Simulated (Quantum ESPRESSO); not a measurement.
# Mg3S2Cl2: input and log of a self-consistent run

Computed values, not a measurement. The program is pw.x of Quantum ESPRESSO 7.5 (plane-wave density functional theory). The cell is made up: 7 atoms on a rocksalt lattice with one site empty, with randomly drawn elements, strain and displacements, not relaxed. PseudoDojo standard norm-conserving files (v0.5 for PBE, v0.4.1 for LDA and PBEsol) set the functional; there is no spin polarisation, spin-orbit coupling or dispersion term, and the masses in the input are unused placeholders.

Input:

```
&control calculation='scf', pseudo_dir='./dojo.nc.sr.pbe.v0_5.standard.upf', outdir='./o', disk_io='low', tprnfor=.true., tstress=.true. /
&system ibrav=0, nat=7, ntyp=3, nbnd=34, ecutwfc=107.82251126, nosym=.true., tot_charge=0,
 occupations='smearing', smearing='fd', degauss=0.0018374661
/
&electrons conv_thr=7.350e-09, electron_maxstep=60, /
ATOMIC_SPECIES
Cl 1.0 Cl.upf
Mg 1.0 Mg.upf
S 1.0 S.upf
CELL_PARAMETERS angstrom
5.2677 0.0671 0.0192
0.0671 5.1803 0.0825
0.0192 0.0825 5.2849
ATOMIC_POSITIONS angstrom
Mg 0.0025 0.0747 0.1335
Mg 2.5773 -0.0804 2.4699
Mg 2.6854 2.5995 0.0858
S 2.6369 -0.0838 0.0208
S 2.7395 2.5046 2.7145
Cl 5.3563 0.114 2.6851
Cl 5.3579 2.7572 -0.0374
K_POINTS automatic
6 6 6 1 1 1
```

The log is shortened where brackets say so; the opening notice, blank lines, dates and the lines on written files are dropped, and the path of the files is cut. It prints rydbergs, bohrs and kilobars, and counts compression as positive stress. With no partly filled state, the Fermi energy that it prints is only some level between the filled and the empty states on the mesh, and need not lie in the true gap.

```
     Program PWSCF v.7.5
     Parallel version (MPI & OpenMP), running on       4 processor cores
     Number of MPI processes:                 4
     Threads/MPI process:                     1
     [start-up lines left out]
     bravais-lattice index     =            0
     lattice parameter (alat)  =       9.9554  a.u.
     unit-cell volume          =     972.8022 (a.u.)^3
     number of atoms/cell      =            7
     number of atomic types    =            3
     number of electrons       =        56.00
     number of Kohn-Sham states=           34
     kinetic-energy cutoff     =     107.8225  Ry
     charge density cutoff     =     431.2900  Ry
     scf convergence threshold =      7.3E-09
     mixing beta               =       0.7000
     number of iterations used =            8  plain     mixing
     Exchange-correlation= PBE
                           (   1   4   3   4   0   0   0)
     [axes and pseudopotential details left out]
   Cartesian axes
     site n.     atom                  positions (alat units)
         1        Mg     tau(   1) = (   0.0004745   0.0141795   0.0253409  )
         2        Mg     tau(   2) = (   0.4892218  -0.0152615   0.4688352  )
         3        Mg     tau(   3) = (   0.5097413   0.4934358   0.0162865  )
         4        S      tau(   4) = (   0.5005351  -0.0159069   0.0039482  )
         5        S      tau(   5) = (   0.5200106   0.4754219   0.5152651  )
         6        Cl     tau(   6) = (   1.0167302   0.0216394   0.5096844  )
         7        Cl     tau(   7) = (   1.0170340   0.5233704  -0.0070992  )
     number of k points=   108  Fermi-Dirac smearing, width (Ry)=  0.0018
     Number of k-points >= 100: set verbosity='high' to print them.
     Dense  grid:   147153 G-vectors     FFT dimensions: (  72,  72,  72)
     Estimated max dynamical RAM per process >     433.33 MB
     Estimated total dynamical RAM >       1.59 GB
     Initial potential from superposition of free atoms
     starting charge      55.9975, renormalised to      56.0000
     Starting wfcs are   31 randomized atomic wfcs +    3 random wfcs
     total cpu time spent up to now is       14.9 secs
     per-process dynamical memory:   364.7 Mb
     Self-consistent Calculation
     iteration #  1     ecut=   107.82 Ry     beta= 0.70
     Davidson diagonalization with overlap
     ethr =  1.00E-02,  avg # of iterations =  6.1
     Threshold (ethr) on eigenvalues was too large:
     Diagonalizing with lowered threshold
     Davidson diagonalization with overlap
     ethr =  7.48E-04,  avg # of iterations =  1.4
     total cpu time spent up to now is       83.9 secs
     total energy              =    -466.58097222 Ry
     estimated scf accuracy    <       0.40724721 Ry
     iteration #  2     ecut=   107.82 Ry     beta= 0.70
     Davidson diagonalization with overlap
     ethr =  7.27E-04,  avg # of iterations =  4.2
     total cpu time spent up to now is      121.4 secs
     total energy              =    -466.68160116 Ry
     estimated scf accuracy    <       0.13311897 Ry
     iteration #  3     ecut=   107.82 Ry     beta= 0.70
     Davidson diagonalization with overlap
     ethr =  2.38E-04,  avg # of iterations =  2.1
     total cpu time spent up to now is      152.0 secs
     total energy              =    -466.71110512 Ry
     estimated scf accuracy    <       0.00579924 Ry
     iteration #  4     ecut=   107.82 Ry     beta= 0.70
     Davidson diagonalization with overlap
     ethr =  1.04E-05,  avg # of iterations =  7.2
     total cpu time spent up to now is      194.3 secs
     total energy              =    -466.71257571 Ry
     estimated scf accuracy    <       0.00075475 Ry
     iteration #  5     ecut=   107.82 Ry     beta= 0.70
     Davidson diagonalization with overlap
     ethr =  1.35E-06,  avg # of iterations =  3.2
     total cpu time spent up to now is      229.0 secs
     total energy              =    -466.71268664 Ry
     estimated scf accuracy    <       0.00003881 Ry
     iteration #  6     ecut=   107.82 Ry     beta= 0.70
     Davidson diagonalization with overlap
     ethr =  6.93E-08,  avg # of iterations =  2.9
     total cpu time spent up to now is      262.1 secs
     total energy              =    -466.71269892 Ry
     estimated scf accuracy    <       0.00000235 Ry
     iteration #  7     ecut=   107.82 Ry     beta= 0.70
     Davidson diagonalization with overlap
     ethr =  4.20E-09,  avg # of iterations =  3.3
     total cpu time spent up to now is      295.6 secs
     total energy              =    -466.71269960 Ry
     estimated scf accuracy    <       0.00000015 Ry
     iteration #  8     ecut=   107.82 Ry     beta= 0.70
     Davidson diagonalization with overlap
     ethr =  2.61E-10,  avg # of iterations =  3.1
     total cpu time spent up to now is      330.0 secs
     total energy              =    -466.71269965 Ry
     estimated scf accuracy    <          9.0E-09 Ry
     iteration #  9     ecut=   107.82 Ry     beta= 0.70
     Davidson diagonalization with overlap
     ethr =  1.61E-11,  avg # of iterations =  3.0
     total cpu time spent up to now is      364.3 secs
     End of self-consistent calculation
     Number of k-points >= 100: set verbosity='high' to print the bands.
     the Fermi energy is     6.1820 ev
!    total energy              =    -466.71269965 Ry
     estimated scf accuracy    <          1.4E-09 Ry
     smearing contrib. (-TS)   =      -0.00000000 Ry
     internal energy E=F+TS    =    -466.71269965 Ry
     The total energy is F=E-TS. E is the sum of the following terms:
     one-electron contribution =    -299.48912133 Ry
     hartree contribution      =     153.78075706 Ry
     xc contribution           =     -78.32257957 Ry
     ewald contribution        =    -242.68175581 Ry
     convergence has been achieved in   9 iterations
     Forces acting on atoms (cartesian axes, Ry/au):
     atom    1 type  2   force =     0.00015996   -0.00017838   -0.00588571
     atom    2 type  2   force =     0.00801300   -0.00205274    0.03012143
     atom    3 type  2   force =     0.00086236   -0.01154765   -0.00247997
     atom    4 type  3   force =     0.00452524    0.02173615   -0.01547790
     atom    5 type  3   force =     0.00048861    0.00768914   -0.00767827
     atom    6 type  1   force =    -0.01050900   -0.00207387   -0.00407852
     atom    7 type  1   force =    -0.00354016   -0.01357265    0.00547894
     Total force =     0.048576     Total SCF correction =     0.000090
     Computing stress (Cartesian axis) and pressure
          total   stress  (Ry/bohr**3)                   (kbar)     P=      -15.22
   0.00007191  -0.00005584  -0.00001963           10.58       -8.21       -2.89
  -0.00005584  -0.00017001  -0.00007766           -8.21      -25.01      -11.42
  -0.00001963  -0.00007766  -0.00021233           -2.89      -11.42      -31.24
     init_run     :     11.21s CPU     11.72s WALL (       1 calls)
     electrons    :    346.67s CPU    349.45s WALL (       1 calls)
     forces       :      3.54s CPU      3.69s WALL (       1 calls)
     stress       :     13.83s CPU     14.10s WALL (       1 calls)
     [timing details left out]
     PWSCF        :   6m18.59s CPU   6m22.64s WALL
     JOB DONE.
```

In other units: free energy -6349.950 eV for the cell, pressure -1.52 GPa, largest force component 0.774 eV/Å. This run is the check on a run of the same cell at 1170 eV and a 4 x 4 x 4 mesh: rerunning at 1467 eV and a 6 x 6 x 6 mesh moved values by no more than 0.002 eV in energy, 0.02 GPa in stress and 0.009 eV/Å in force.